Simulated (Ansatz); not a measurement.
**Heating and cooling a random packing of Si3Ge4S14**

A packing of 21 atoms, thrown in at random and pushed apart as soft spheres with like charges further apart (4 Ge, 14 S, 3 Si) went through Langevin stages in a fixed cell of 25.69 Å³/atom, at one k point, without spin and with a Fermi–Dirac width of kT (0.05 eV at least). Theory: DFT PBE+D3(BJ), scalar-relativistic, plane waves, PAW (Ansatz).

```json
{"thermostat (K)": "1800", "duration (fs)": "72", "friction (1/fs)": "0.030", "cutoff (eV)": "320", "mean T (K)": "2113", "mean P (GPa)": "-1.4", "mean square displacement (Å²)": "0.30"}
{"thermostat (K)": "1800", "duration (fs)": "162", "friction (1/fs)": "0.030", "cutoff (eV)": "420", "mean T (K)": "1584", "mean P (GPa)": "0.5", "mean square displacement (Å²)": "0.76"}
{"thermostat (K)": "1300", "duration (fs)": "138", "friction (1/fs)": "0.030", "cutoff (eV)": "420", "mean T (K)": "1380", "mean P (GPa)": "0.0", "mean square displacement (Å²)": "0.33"}
{"thermostat (K)": "720", "duration (fs)": "120", "friction (1/fs)": "0.030", "cutoff (eV)": "420", "mean T (K)": "747", "mean P (GPa)": "-1.0", "mean square displacement (Å²)": "0.15"}
{"thermostat (K)": "300", "duration (fs)": "168", "friction (1/fs)": "0.030", "cutoff (eV)": "420", "mean T (K)": "371", "mean P (GPa)": "-1.3", "mean square displacement (Å²)": "0.17"}
```

Means run over the second half of a stage; pressure includes the kinetic part; displacements count from the stage's start, the atoms' common shift taken off. In so short a run the atoms moved about a bond length or less in the hot stages, so this is an annealed packing, not a quenched equilibrium liquid.

Cell and atoms were then relaxed on coarser meshes and computed once more: Plane waves to 420 eV, a k mesh through Γ of 4×4×4 on the computed 21-atom cell and Gaussian smearing (0.10 eV); no spin polarisation.

**Question.** What structure is left?

**Answer.** One draw of many: 24.65 Å³/atom with a gap on the mesh of 1.08 eV (a random packing after short dynamics, relaxed).

Counting as bonded all pairs within 1.2 times the summed covalent radii:

```json
{"atom → neighbour": "Ge → S", "mean count": "3.00", "mean length (Å)": "2.36", "spread (Å)": "0.12"}
{"atom → neighbour": "Ge → Si", "mean count": "0.25", "mean length (Å)": "2.48", "spread (Å)": "0.00"}
{"atom → neighbour": "S → Ge", "mean count": "0.86", "mean length (Å)": "2.36", "spread (Å)": "0.12"}
{"atom → neighbour": "S → S", "mean count": "0.43", "mean length (Å)": "2.18", "spread (Å)": "0.16"}
{"atom → neighbour": "S → Si", "mean count": "0.79", "mean length (Å)": "2.14", "spread (Å)": "0.09"}
{"atom → neighbour": "Si → Ge", "mean count": "0.33", "mean length (Å)": "2.48", "spread (Å)": "0.00"}
{"atom → neighbour": "Si → S", "mean count": "3.67", "mean length (Å)": "2.14", "spread (Å)": "0.09"}
```

Angles between all pairs of such bonds at an atom (mean ± spread): 105 ± 12° at Ge, 103 ± 15° at S, 109 ± 13° at Si.

```xyz
21
Lattice="7.8714 -0.2602 -0.2627 -0.2680 8.1089 -0.0563 -0.2627 -0.0413 8.1272" Properties=species:S:1:pos:R:3 pbc="T T T"
Si    5.6897    4.5732    5.1283
Si    7.3569    5.9058    7.0962
Si    1.2080    2.1319    0.9520
S     4.1197    6.3113    2.6953
S     6.4142    3.9873    7.0883
S     1.6057    2.3788    7.1207
S     6.4416    6.7554    0.5768
S     1.5008    3.9711    1.8807
S     3.6381    4.1236    5.1427
S     4.0920    0.8217    6.4289
S     5.1648    1.8191    1.6805
S     1.6438    0.3484    2.0125
S     6.0715    0.8250    6.0037
S     2.9593    0.9464    4.6453
S     1.5526    6.3358    7.2097
S     6.5318    6.7827    5.1999
S     6.9535    4.2622    3.6041
Ge    3.8430    0.2985    2.6315
Ge    2.2833    5.7845    4.1040
Ge    6.8303    0.8692    0.4233
Ge    3.0269    4.4108   -0.0268
```

The final mesh leaves forces up to 0.42 eV/Å and stresses up to 0.4 GPa: the relaxation ran on a coarser mesh, so the cell's shape, its bonds and its energy belong partly to that mesh.

The relaxation stopped before its thresholds.

Cost: 6 runs of about 53 core-minutes in all (earlier runs that led there not counted), on Intel Xeon Platinum 8259CL (Skylake/Cascade Lake) (shared hosts).